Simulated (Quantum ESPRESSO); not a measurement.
pw.x input (Quantum ESPRESSO 7.5; PBEsol, PseudoDojo standard norm-conserving files, scalar-relativistic):

```
&CONTROL
  calculation = 'scf'
  pseudo_dir = './pseudo'
  outdir = './out'
  tprnfor = .true.
  tstress = .true.
/
&SYSTEM
  ibrav = 0
  nat = 12
  ntyp = 4
  ecutwfc = 84.0
  ecutrho = 336.0
  occupations = 'smearing'
  smearing = 'fd'
  degauss = 0.002
  nbnd = 52
/
&ELECTRONS
  conv_thr = 1.2e-09
/
ATOMIC_SPECIES
O 15.9990 O.upf
Al 26.9815 Al.upf
K 39.0983 K.upf
Mo 95.9500 Mo.upf
CELL_PARAMETERS angstrom
  5.637900163000   0.000000000000   0.000000000000
 -2.818950081000   4.882564765000   0.000000000000
  0.000000000000   0.000000000000   7.318330000000
ATOMIC_POSITIONS crystal
O   0.157070000000   0.842930000000   0.845680000000
O   0.842930000000   0.157070000000   0.154320000000
O   0.157070000000   0.314140000000   0.845680000000
O   0.842930000000   0.685860000000   0.154320000000
O   0.685860000000   0.842930000000   0.845680000000
O   0.314140000000   0.157070000000   0.154320000000
O   0.666666667000   0.333333333000   0.468940000000
O   0.333333333000   0.666666667000   0.531060000000
Al   0.000000000000   0.000000000000   0.000000000000
K   0.000000000000   0.000000000000   0.500000000000
Mo   0.666666667000   0.333333333000   0.229700000000
Mo   0.333333333000   0.666666667000   0.770300000000
K_POINTS automatic
6 6 4 0 0 0
```

End of the output:

```

[...]
     the Fermi energy is     5.0132 ev
!    total energy              =    -610.20211285 Ry
     estimated scf accuracy    <          1.8E-10 Ry
     smearing contrib. (-TS)   =       0.00000000 Ry
     internal energy E=F+TS    =    -610.20211285 Ry
     The total energy is F=E-TS. E is the sum of the following terms:
     one-electron contribution =    -354.03635358 Ry
     hartree contribution      =     208.89433572 Ry
     xc contribution           =    -121.07935869 Ry
     ewald contribution        =    -343.98073629 Ry
     convergence has been achieved in  13 iterations
     Forces acting on atoms (cartesian axes, Ry/au):
     atom    1 type  1   force =     0.03177177   -0.01834344   -0.01004925
     atom    2 type  1   force =    -0.03177177    0.01834344    0.01004925
     atom    3 type  1   force =     0.00000000    0.03668689   -0.01004925
     atom    4 type  1   force =     0.00000000   -0.03668689    0.01004925
     atom    5 type  1   force =    -0.03177177   -0.01834344   -0.01004925
     atom    6 type  1   force =     0.03177177    0.01834344    0.01004925
     atom    7 type  1   force =    -0.00000000   -0.00000000   -0.05340718
     atom    8 type  1   force =     0.00000000    0.00000000    0.05340718
     atom    9 type  2   force =     0.00000000   -0.00000000    0.00000000
     atom   10 type  3   force =     0.00000000   -0.00000000    0.00000000
     atom   11 type  4   force =    -0.00000000   -0.00000000    0.01184354
     atom   12 type  4   force =     0.00000000   -0.00000000   -0.01184354
     Total force =     0.121106     Total SCF correction =     0.000020
     Computing stress (Cartesian axis) and pressure
          total   stress  (Ry/bohr**3)                   (kbar)     P=      -61.47
  -0.00041174   0.00000000   0.00000000          -60.57        0.00        0.00
   0.00000000  -0.00041174   0.00000000            0.00      -60.57        0.00
   0.00000000   0.00000000  -0.00043010            0.00        0.00      -63.27
```
In a gapped system the printed Fermi energy is only some level inside the gap.

Spin-orbit coupling is not included.

Geometry of the Materials Project entry, not relaxed at this level.
